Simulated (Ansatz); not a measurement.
Structure: Tl2HfF6 in the vacancy-ordered double perovskite structure, at its r2SCAN minimum. The symmetry is Fm-3m (No. 225, cubic); a = 8.739 Å in the conventional setting, 18.54 Å³ an atom. Around Tl lie 12 F at 3.10 Å; around Hf lie 6 F at 2.00 Å; around F lie 1 Hf at 2.00 Å and 4 Tl at 3.10 Å.

```
CELL_PARAMETERS angstrom
0.00000 4.36970 4.36970
4.36970 0.00000 4.36970
4.36970 4.36970 0.00000
ATOMIC_POSITIONS crystal
Tl 0.25000 0.25000 0.25000
Tl 0.75000 0.75000 0.75000
Hf 0.00000 0.00000 0.00000
F 0.22868 0.77132 0.77132
F 0.22868 0.77132 0.22868
F 0.77132 0.22868 0.77132
F 0.77132 0.22868 0.22868
F 0.77132 0.77132 0.22868
F 0.22868 0.22868 0.77132
```

4 runs of the PAW code Ansatz on this cell differ in the functional (and in the settings that go with it). Levels are in eV from each run's valence top; v1 is the last filled band, c1 the first empty one.

Run A, mean stress +1.4 GPa (compression positive):
```tsv
point	v2	v1	c1	c2
Γ	-1.77	-0.99	8.29	8.29
X	-0.10	0.00	6.03	7.25
U	-0.11	-0.04	6.32	7.17
L	-0.52	-0.19	7.19	7.59
W	-0.05	-0.05	6.45	6.74
```

Run B, mean stress +1.4 GPa (compression positive):
```tsv
point	v2	v1	c1	c2
Γ	-1.80	-1.01	9.04	9.04
X	-0.10	0.00	6.75	7.98
U	-0.11	-0.04	7.04	7.90
L	-0.53	-0.19	7.93	8.32
W	-0.05	-0.05	7.17	7.47
```

Run C, mean stress 0.0 GPa (compression positive):
```tsv
point	v2	v1	c1	c2
Γ	-1.23	-1.22	7.43	7.43
X	-0.23	0.00	5.28	6.46
U	-0.19	-0.06	5.56	6.37
L	-0.61	-0.20	6.38	6.79
W	-0.10	-0.10	5.69	5.96
```

Run D, mean stress +3.0 GPa (compression positive):
```tsv
point	v2	v1	c1	c2
Γ	-1.07	-1.07	6.96	6.96
X	-0.29	0.00	4.80	6.00
U	-0.23	-0.07	5.09	5.90
L	-0.66	-0.20	5.88	6.29
W	-0.12	-0.12	5.22	5.50
```

Question: Match the runs to PBE, r2SCAN, HSE06, PBE0.

Answer: A is HSE06, B is PBE0, C is r2SCAN, D is PBE. In order of the gap: PBE 4.80, r2SCAN 5.28, HSE06 6.03, PBE0 6.75 eV. The stress vanishes for r2SCAN, which relaxed the cell.

These are computed values for a spin-unpolarised cell that may be hypothetical; none is a measurement.

Spin-orbit coupling is left out, which matters wherever the heavy atoms make up the band edges.

The stress of a hybrid is loosely converged in these runs.

The meshes of the hybrids are coarse, so their gaps aren't converged to the digits shown.
